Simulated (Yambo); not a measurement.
Yambo run on SrCl2 (fluorite, space group Fm-3m, No. 225). The wavefunctions are norm-conserving LDA (Quantum ESPRESSO, 68 Ry, without SOC) ones on a 4×4×4 mesh (12 occupied bands); a = 4.8076 Å, b = 4.8076 Å, c = 4.8076 Å, α = 60.00°, β = 60.00°, γ = 60.00°.

Yambo input:

```
rim_cut
HF_and_locXC
RandQpts= 1000000
RandGvec= 1 Ry
EXXRLvcs= 68 Ry
VXCRLvcs= 272 Ry
% QPkrange
 1 | 1 | 12 | 13 |
 3 | 3 | 12 | 13 |
 7 | 7 | 12 | 13 |
 8 | 8 | 12 | 13 |
%
```

k points by index: 1 = Γ, 3 = L, 7 = X, 8 = W.

The o-*.hf file then holds:

```
#    K-point    Band    Eo [eV]    Ehf [eV]    Vxc [eV]    Vnlxc [eV]
#
    1    12    -0.376333    -4.743868    -14.42100    -18.78854
    1    13    5.177208    9.679646    -8.548856    -4.046418
    3    12    -1.177823    -5.767235    -13.96618    -18.55559
    3    13    6.511435    12.07181    -10.51416    -4.953783
    7    12    0.000000    -4.277309    -14.74971    -19.02702
    7    13    5.103215    9.852420    -9.102340    -4.353136
    8    12    -0.120444    -4.429709    -14.63698    -18.94625
    8    13    5.926519    10.75564    -9.639291    -4.810174
```
Exchange alone, without screening.

Geometry relaxed with LDA.
